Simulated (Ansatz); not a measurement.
# SnC$_{2}$S$_{2}$N$_{2}$ in Ansatz, relaxation

Input:

```yaml
crystal:
  lattice:
    - [4.943692, 0.0, 0.0]
    - [-0.323156, 5.735238, 0.0]
    - [-1.314052, -1.934293, 10.050664]
  atoms:
    - { symbol: Sn, position: [0.67838, 0.18264, 0.24364] }
    - { symbol: Sn, position: [0.32162, 0.81736, 0.75636] }
    - { symbol: S, position: [0.23741, 0.86145, 0.09592] }
    - { symbol: S, position: [0.76259, 0.13855, 0.90408] }
    - { symbol: S, position: [0.1209, 0.2832, 0.62518] }
    - { symbol: S, position: [0.8791, 0.7168, 0.37482] }
    - { symbol: "N", position: [0.3627, 0.4093, 0.15043] }
    - { symbol: "N", position: [0.6373, 0.5907, 0.84957] }
    - { symbol: "N", position: [0.4208, 0.2229, 0.40715] }
    - { symbol: "N", position: [0.5792, 0.7771, 0.59285] }
    - { symbol: C, position: [0.3161, 0.598, 0.12839] }
    - { symbol: C, position: [0.6839, 0.402, 0.87161] }
    - { symbol: C, position: [0.3003, 0.2494, 0.49937] }
    - { symbol: C, position: [0.6997, 0.7506, 0.50063] }
kpoints:
  mp_grid: { grid: [4, 3, 2], shift: [0.0, 0.5, 0.0] }
magnetization:
  spin_polarized: false
scf:
  occupations: { method: fermi_dirac }
  lower_state_search: "off"
hamiltonian:
  pseudopotentials: { kind: paw }
  xc: r2scan
basis:
  ecutwfc: 500
  fft_grid_basis: typed
relax:
  max_steps: 40
  cell: { p_target: 0.0 }
output:
  forces: true
  stress: true
  eigenvalues: true
  bader: false
  populations: true
  elf: true
  write_potential: true
  volumetric_format: npy
  dos:
    e_range: [-12, 8]
    de: 0.05
    projected: { site_lists: { C: [C], "N": ["N"], S: [S], Sn: [Sn] } }
    method: { smearing: { sigma: 0.1, scheme: gaussian } }
  write_density: true
checkpoint:
  read: saved_state
```

The command:

```bash
ansatz run input.yaml --threads 2 --pin off --max-ram 3584MiB --backend cpu --events-out ev --progress --plain --runs-dir out
```

Origin of the cell: a database entry, scaled a little.

The smearing width isn't typed, so it takes its default of 0.1 eV.

The saved state is a converged single point of the same cell.

Steps («new basis» is an SCF on plane waves selected anew at the same cell):

```csv
step,ΔF (meV/atom),max force component (eV/Å),P (GPa),volume (Å³),SCF iterations,step was
1,0.0,1.075,-2.47,284.97,6,accepted
2,-2.2,0.887,-0.35,289.60,8,accepted
3,-9.0,0.663,-0.30,289.37,8,accepted
4,-7.3,1.295,-0.41,292.80,8,rejected
5,-11.1,0.130,-0.16,291.85,11,accepted
6,-11.4,0.072,-0.12,299.15,7,accepted
7,-11.7,0.071,-0.04,296.04,7,accepted
8,-11.8,0.027,-0.01,295.48,7,accepted
9,-11.8,0.038,0.01,295.31,8,accepted
10,-11.9,0.016,0.00,294.86,7,accepted
11,-11.9,0.008,0.01,294.51,7,accepted
12,-12.0,0.008,0.02,294.51,6,new basis
```

The starting structure.

Space group P-1 (No. 2); the run's cell has a = 4.944 Å, b = 5.744 Å, c = 10.319 Å, α = 100.37°, β = 97.32°, γ = 93.22°. Shortest distances: C–N 1.18 Å, C–S 1.65 Å, N–Sn 2.23 Å, N–S 2.83 Å, S–Sn 2.86 Å, N–N 3.02 Å.

The relaxed structure.

Space group P-1 (No. 2); the run's cell has a = 5.083 Å, b = 5.695 Å, c = 10.474 Å, α = 101.12°, β = 96.25°, γ = 93.89°. Shortest distances: C–N 1.17 Å, C–S 1.61 Å, N–Sn 2.18 Å, N–S 2.79 Å, S–Sn 2.88 Å, N–N 3.00 Å.

```
CELL_PARAMETERS angstrom
5.08294 -0.02373 0.04734
-0.35979 5.68301 -0.05610
-1.24553 -2.00273 10.20546
ATOMIC_POSITIONS crystal
Sn 0.65449 0.20335 0.24466
Sn 0.34551 0.79665 0.75534
S 0.23682 0.85842 0.09661
S 0.76318 0.14158 0.90339
S 0.12969 0.28748 0.62068
S 0.87031 0.71252 0.37932
N 0.36506 0.41814 0.15470
N 0.63494 0.58186 0.84530
N 0.40907 0.22767 0.40357
N 0.59093 0.77233 0.59643
C 0.31704 0.60502 0.13072
C 0.68296 0.39498 0.86928
C 0.29576 0.25438 0.49645
C 0.70424 0.74562 0.50355
```

```
Free energy lowered by                                                                 : 12.0 meV/atom
Volume change                                                                          : 3.35 %
Final pressure                                                                         : 0.02 GPa
Relaxation steps listed                                                                : 12
Formation energy (elements under the same functional, gases as molecules, uncorrected) : 0.131 eV/atom
```

Caveats: the relaxation held the start's symmetry, so the end may be a saddle point.

The run took 7.3 min on 2 threads of Intel(R) Xeon(R) Platinum 8259CL CPU @ 2.50GHz (Skylake/Cascade Lake), on a shared host, peak memory 1.4 GiB, from a saved density.
